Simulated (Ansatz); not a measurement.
The elements of this relaxed trial crystal are hidden behind letters.

```
lattice vectors (Å)
   2.8850    0.0000    0.0000
   0.0000    2.8850    0.0000
   0.0000    0.0000   17.3530
fractional positions
X 0.0000 0.0000 0.5814
X 0.0000 0.0000 0.7492
X 0.0000 0.0000 0.9162
X 0.0000 0.0000 0.0838
X 0.0000 0.0000 0.2508
X 0.0000 0.0000 0.4186
Z 0.5000 0.5000 0.5000
Q 0.5000 0.5000 0.6653
Q 0.5000 0.5000 0.8325
Q 0.5000 0.5000 0.0000
Q 0.5000 0.5000 0.1675
Q 0.5000 0.5000 0.3347
```

The calculation used DFT PBE, scalar-relativistic, plane waves, PAW in Ansatz. The final run on the 12-atom cell used 420 eV, a Γ-centred 14×14×4 mesh, 0.10 eV smearing and collinear spin.

```
Space group                                 : P4/mmm (No. 123)
Conventional cell                           : a = 2.885 Å, c = 17.353 Å
Volume per atom                             : 12.04 Å³
Density                                     : 5.91 g/cm³
Formation energy                            : −0.64 eV/atom
Gap on the 14×14×4 mesh of the 12-atom cell : 0 eV (a metal)
Net moment per atom                         : 0.03 μB
```

Energies are uncorrected and count from the elements' standard states at the same level.

Q: X is a p-block element of period 3, Z is a d-block element of period 4 and Q is a d-block element of period 4. Which elements are they?

A: X = Al, Z = Co, Q = Ni, so the formula is Al6CoNi5. Density times volume gives a mean mass of 5.91 × 12.04/1.6605 = 42.9 u per atom, and this set has 42.9 u. Around Al on its first site lie 4 Co at 2.48 Å, 4 Ni at 2.51 Å and 6 Al at 2.82–2.91 Å; around Co lie 8 Al at 2.48 Å, 2 Ni at 2.87 Å and 4 Co at 2.88 Å; Ni on a site of symmetry 4mm is surrounded by 8 Al at 2.51 Å, 1 Co at 2.87 Å and 5 Ni at 2.88–2.90 Å; 4 more sites not described. Other sets within the hints have nearly the same mass, so mass alone doesn't settle it; this one was computed.

The magnetic state reached may not be the lowest. Symmetry constrained the relaxation, so the result can be a saddle point.
